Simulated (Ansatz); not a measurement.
A generator proposed this cell of Ru.

Only a and b repeat, and vacuum parts the sheet from its images along c.

```
CELL_PARAMETERS angstrom
2.74490 0.00000 0.00000
-1.37245 2.37715 0.00000
0.00000 0.00000 17.00000
ATOMIC_POSITIONS crystal
Ru 0.00000 0.00000 0.56211
Ru 0.00000 0.00000 0.43789
```

Theory: DFT PBE, scalar-relativistic, plane waves, PAW (Ansatz). Plane waves to 420 eV, a k mesh through Γ of 6×6×1 on the computed 2-atom cell and Gaussian smearing (0.10 eV); no spin polarisation.

Energies count from the standard state of Ru at the same level.

**Question.** How far from equilibrium is it?

**Answer.** The largest force is 2.05 eV/Å, and the energy is +1.16 eV/atom against the standard state. The shortest distance is 2.11 Å.

**Question.** How much does it gain on relaxing, and where does it end?

**Answer.** Relaxing gains about 0.21 eV/atom (the start's value is from the coarse mesh, so the gain is rough) in 10 ionic steps and ends at +0.95 eV/atom on the finer mesh. The symmetry stays p6/mmm (No. 80). The area per atom shrinks by 8.8 %, from 3.3 to 3.0 Å². The shortest distance goes from 2.11 Å (Ru–Ru) to 2.26 Å (Ru–Ru). In-plane cell: a = 2.622 Å, b = 2.622 Å, γ = 120.0°, thickness 2.26 Å between the outermost nuclei. Ru at height 2.26 Å has 1 Ru at 2.26 Å.

The last run used a 24×24×1 mesh for its 2-atom cell and Gaussian smearing of 0.10 eV. The relaxation can't lower the symmetry of the start. Symmetry constrained the relaxation, so the result can be a saddle point.
